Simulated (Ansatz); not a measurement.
HfTeS in space group P3m1 (No. 156; Hf on 1b, Te on 1a, S on 1c), r²SCAN+D4 (plane waves, PAW; program Ansatz), all energies at zero smearing, with the estimated change up to a 700 eV cutoff added, with one set of potentials and settings (totals compare only within such a set). Cell of 3 atoms (1 Hf, 1 Te, 1 S): -23638.159 eV.

| element | reference phase | E (eV/atom) |
|---|---|---|
| Hf | P6_3/mmc, 2 atoms in the cell | -15733.1270 |
| Te | P3_121, 3 atoms in the cell | -6994.9777 |
| S | P2/c, 32 atoms in the cell | -905.9104 |

Formation energy per atom, worked out: (-23638.159 − 1×(-15733.1270) − 1×(-6994.9777) − 1×(-905.9104))/3 = -1.381 eV/atom (-133 kJ per mol of atoms), at 0 K, without zero-point energy or fitted corrections.

The workflow started from a Materials Project entry (that database holds measured and hypothetical structures alike); the Crystallography Open Database copy checked does not list it. Its standing as an ambient phase is unchecked. Symmetry was held in the r²SCAN+D4 relaxation; its stability against distortions is not shown here. No spin polarisation was allowed. The references are the lowest solids computed at this level, not always the standard phases. Spin–orbit coupling is left out wherever it is not named.

Potentials: the later of the program's two PAW sets.
